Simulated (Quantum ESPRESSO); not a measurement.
# Kohn-Sham bands of SrGa$_{2}$ (P6/mmm)

```xyz
3
Lattice="4.3079 0.0000 0.0000 -2.1539 3.7307 0.0000 0.0000 0.0000 4.8005" Properties=species:S:1:pos:R:3 pbc="T T T"
Sr     0.0000     0.0000     0.0000
Ga     2.1539    -1.2436     2.4003
Ga    -2.1539     1.2436     2.4003
```

Structure: Materials Project mp-182, symmetrised, not relaxed again. Not found in the COD (Crystallography Open Database) copy used; not checked further. Method: LDA plane waves in Quantum ESPRESSO 7.5 (PseudoDojo norm-conserving files, 64 Ry, no spin polarisation, no spin-orbit coupling), Bloch states on a 6×6×6 mesh through Γ, Wannier90 4.0.1. Density: 12×12×10 mesh, cold smearing 0.01 Ry.

Energies are relative to the Fermi level; weights are on the orthonormalised atomic waves of the pseudopotential files, averaged over the group. 36 electrons a cell are treated as valence.

| bands | from (eV) | to (eV) | filling | weight on atomic waves |
|---|---|---|---|---|
| 1 | -35.30 | -35.29 | filled | [?] |
| 2–4 | -17.46 | -17.28 | filled | [?] |
| 5–14 | -14.82 | -14.12 | filled | [?] |

Problem. Which atomic shells make up each group?

Solution. 
- 1, weight on atomic waves: Sr 4s 96 %
- 2–4, weight on atomic waves: Sr 4p 98 %
- 5–14, weight on atomic waves: Ga 3d 100 %

No gap over 0.05 eV opens at the Fermi level at this level of theory.
